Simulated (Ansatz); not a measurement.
Geometry optimisation in Ansatz: input, command and trajectory.

```yaml
crystal:
  lattice:
    - [4.2521154626, 0.0, 0.0]
    - [0.0, 4.2521154626, 0.0]
    - [0.0, 0.0, 4.2521154626]
  atoms:
    - { symbol: K, position: [0.5, 0.5, 0.5] }
    - { symbol: Mn, position: [0.0, 0.0, 0.0], spin: 4.62 }
    - { symbol: F, position: [0.5, 0.0, 0.0] }
    - { symbol: F, position: [0.0, 0.5, 0.0] }
    - { symbol: F, position: [0.0, 0.0, 0.5] }
basis:
  ecutwfc: 420
kpoints:
  mp_grid: { grid: [8, 8, 8] }
hamiltonian:
  xc: pbesol
scf:
  occupations: { method: gaussian, width: 0.02 }
output:
  forces: true
  stress: true
  eigenvalues: true
  populations: true
magnetization:
  spin_polarized: true
relax:
  adjacent_minimum: "off"
  f_tol: 0.005
  max_steps: 50
  cell: { stress_tol: 0.05 }
```

```bash
ansatz run input.yaml --threads 1 --pin off --max-ram 2560MiB --backend cpu --events-out ev --progress --plain --runs-dir out
```

Computed with Ansatz 0.2.0, DFT PBEsol, scalar-relativistic, plane waves, PAW.

Of 7 frames 7 are shown, positions in Å and forces in eV/Å; the SCF threshold varies from step to step. Steps run on the plane waves of an earlier cell, with a Pulay correction in the pressure. The basis is chosen afresh for the last frame, the zero of the energies, and at times for earlier ones too; energy and pressure step there, also at an unchanged geometry.

```xyz
5
Lattice="4.2521 0.0000 0.0000 0.0000 4.2521 0.0000 0.0000 0.0000 4.2521" Properties=species:S:1:pos:R:3:forces:R:3 pbc="T T T" step=1 free_energy_over_end_meV_per_atom=7.75 pressure_GPa=-3.13
K     2.1261    2.1261    2.1261    0.0000    0.0000    0.0000
Mn    0.0000    0.0000    0.0000    0.0000    0.0000    0.0000
F     2.1261    0.0000    0.0000    0.0000    0.0000    0.0000
F     0.0000    2.1261    0.0000    0.0000    0.0000    0.0000
F     0.0000    0.0000    2.1261    0.0000    0.0000    0.0000
5
Lattice="4.2059 0.0000 0.0000 0.0000 4.2059 0.0000 0.0000 0.0000 4.2059" Properties=species:S:1:pos:R:3:forces:R:3 pbc="T T T" step=2 free_energy_over_end_meV_per_atom=-0.36 pressure_GPa=-1.01
K     2.1029    2.1029    2.1029    0.0000    0.0000    0.0000
Mn    0.0000    0.0000    0.0000    0.0000    0.0000    0.0000
F     2.1029    0.0000    0.0000    0.0000    0.0000    0.0000
F     0.0000    2.1029    0.0000    0.0000    0.0000    0.0000
F     0.0000    0.0000    2.1029    0.0000    0.0000    0.0000
5
Lattice="4.1846 0.0000 0.0000 0.0000 4.1846 0.0000 0.0000 0.0000 4.1846" Properties=species:S:1:pos:R:3:forces:R:3 pbc="T T T" step=3 free_energy_over_end_meV_per_atom=-1.78 pressure_GPa=0.07
K     2.0923    2.0923    2.0923    0.0000    0.0000    0.0000
Mn    0.0000    0.0000    0.0000    0.0000    0.0000    0.0000
F     2.0923    0.0000    0.0000    0.0000    0.0000    0.0000
F     0.0000    2.0923    0.0000    0.0000    0.0000    0.0000
F     0.0000    0.0000    2.0923    0.0000    0.0000    0.0000
5
Lattice="4.1860 0.0000 0.0000 0.0000 4.1860 0.0000 0.0000 0.0000 4.1860" Properties=species:S:1:pos:R:3:forces:R:3 pbc="T T T" step=4 free_energy_over_end_meV_per_atom=-1.73 pressure_GPa=0.00
K     2.0930    2.0930    2.0930    0.0000    0.0000    0.0000
Mn    0.0000    0.0000    0.0000    0.0000    0.0000    0.0000
F     2.0930    0.0000    0.0000    0.0000    0.0000    0.0000
F     0.0000    2.0930    0.0000    0.0000    0.0000    0.0000
F     0.0000    0.0000    2.0930    0.0000    0.0000    0.0000
5
Lattice="4.1860 0.0000 0.0000 0.0000 4.1860 0.0000 0.0000 0.0000 4.1860" Properties=species:S:1:pos:R:3:forces:R:3 pbc="T T T" step=5 free_energy_over_end_meV_per_atom=0.00 pressure_GPa=-0.26
K     2.0930    2.0930    2.0930    0.0000    0.0000    0.0000
Mn    0.0000    0.0000    0.0000    0.0000    0.0000    0.0000
F     2.0930    0.0000    0.0000    0.0000    0.0000    0.0000
F     0.0000    2.0930    0.0000    0.0000    0.0000    0.0000
F     0.0000    0.0000    2.0930    0.0000    0.0000    0.0000
5
Lattice="4.1809 0.0000 0.0000 0.0000 4.1809 0.0000 0.0000 0.0000 4.1809" Properties=species:S:1:pos:R:3:forces:R:3 pbc="T T T" step=6 free_energy_over_end_meV_per_atom=-0.22 pressure_GPa=0.00
K     2.0905    2.0905    2.0905    0.0000    0.0000    0.0000
Mn    0.0000    0.0000    0.0000    0.0000    0.0000    0.0000
F     2.0905    0.0000    0.0000    0.0000    0.0000    0.0000
F     0.0000    2.0905    0.0000    0.0000    0.0000    0.0000
F     0.0000    0.0000    2.0905    0.0000    0.0000    0.0000
5
Lattice="4.1809 0.0000 0.0000 0.0000 4.1809 0.0000 0.0000 0.0000 4.1809" Properties=species:S:1:pos:R:3:forces:R:3 pbc="T T T" step=7 free_energy_over_end_meV_per_atom=0.00 pressure_GPa=-0.01
K     2.0905    2.0905    2.0905    0.0000    0.0000    0.0000
Mn    0.0000    0.0000    0.0000    0.0000    0.0000    0.0000
F     2.0905    0.0000    0.0000    0.0000    0.0000    0.0000
F     0.0000    2.0905    0.0000    0.0000    0.0000    0.0000
F     0.0000    0.0000    2.0905    0.0000    0.0000    0.0000
```

The run took 71 s on 1 thread of Arm Neoverse V1 (shared host), peak memory 0.44 GiB.

The cell holds one magnetic atom, so it can only be ferromagnetic; an antiferromagnetic order may lie lower.